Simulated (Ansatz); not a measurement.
BaO₂ (MoSi2 or CaC2 type, space group No. 139), DFT-LDA in the program Ansatz with PAW potentials. The conduction-band minimum lies at M, with 1 equivalent valley. Second derivatives d²E/dk² of the lowest band at one valley (eV·Å²), along Cartesian directions:…

```json
[
 {"direction": "[100]", "d²E/dk²": "18.21"},
 {"direction": "[010]", "d²E/dk²": "18.21"},
 {"direction": "[001]", "d²E/dk²": "5.075"},
 {"direction": "[110]", "d²E/dk²": "18.21"},
 {"direction": "[101]", "d²E/dk²": "11.64"},
 {"direction": "[011]", "d²E/dk²": "11.64"}
]
```

Problem. Find the principal effective masses, the density-of-states mass and the conductivity mass.

Solution. Off-diagonal terms follow from H_xy = H[110] − (H_xx + H_yy)/2, and m*/mₑ = 7.620 eV·Å² over each eigenvalue: 0.42, 0.42, 1.5. One valley's DOS mass (m₁m₂m₃)^(1/3) = 0.64, conductivity mass 3/(Σ 1/mᵢ) = 0.55 mₑ.

Problem. What effective density of states Nc follows at 300 K for parabolic valleys?

Solution. Nc = 2.509e19 × 1 × (0.64)^(3/2) ≈ 1.3e19 cm⁻³.

Problem. With the computed static dielectric constant 14.2 (mean of the diagonal), estimate a hydrogenic donor's binding energy and radius.

Solution. E = 13.606 eV × 0.55/14.2² ≈ 37 meV; a = 0.529 Å × ε/m* ≈ 14 Å. Semilocal masses tend to be too small when the gap is underestimated.

Space group I4/mmm (MoSi2 or CaC2 type). The first step of the workflow began from a Materials Project structure, measured or hypothetical; the Crystallography Open Database files this formula in space group No. 139, but the cells were not matched. Whether it is the stable phase at ambient conditions was not checked. The cell was relaxed with LDA under the symmetry of its start; its stability against distortions is not shown here. Scalar-relativistic: spin–orbit coupling is off unless named, which matters more the heavier the elements.

Potentials: the later of the program's two PAW sets.
